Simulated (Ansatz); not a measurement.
CaI2:
Space group P-3m1 (No. 164); a = b = 4.4898 Å, c = 7.0571 Å, α = β = 90.00°, γ = 120.00°

```
atom  site  symmetry       x       y       z
----  ----  --------  ------  ------  ------
Ca      1a      -3m.  0.0000  0.0000  0.0000
I       2d       3m.  0.3333  0.6667  0.2502
```

Relaxed with r²SCAN+D4.

**Question.** Give the optical modes at the zone centre with their infrared activity from DFPT, plane-wave PAW r²SCAN+D4 (Ansatz code).

**Answer.** Transverse frequencies, without the LO–TO term; a row sums one degenerate level.

| ω (cm⁻¹) | degeneracy | IR ((D/Å)²/amu) | activity | symmetry |
|---|---|---|---|---|
| 71 | 2 | 0.00 | IR-inactive | Eg |
| 96 | 1 | 0.00 | IR-inactive | A1g |
| 158 | 2 | 7.88 | IR | Eu |
| 206 | 1 | 1.64 | IR | A2u |

**Question.** How high does the top mode go among those that the LO–TO term moves?

**Answer.** 209 cm⁻¹ for q along x, 209 cm⁻¹ for q along y, 226 cm⁻¹ for q along z.

The workflow started from a Materials Project entry (that database holds measured and hypothetical structures alike); the Crystallography Open Database files this formula in space group No. 164, but the cells were not matched. Whether it is the stable phase at ambient conditions was not checked. The cell was relaxed with r²SCAN+D4 under the symmetry of its start; phonons on a q-mesh show no instability. Spin–orbit coupling is left out wherever it is not named.

Potentials: the later of the program's two PAW sets.
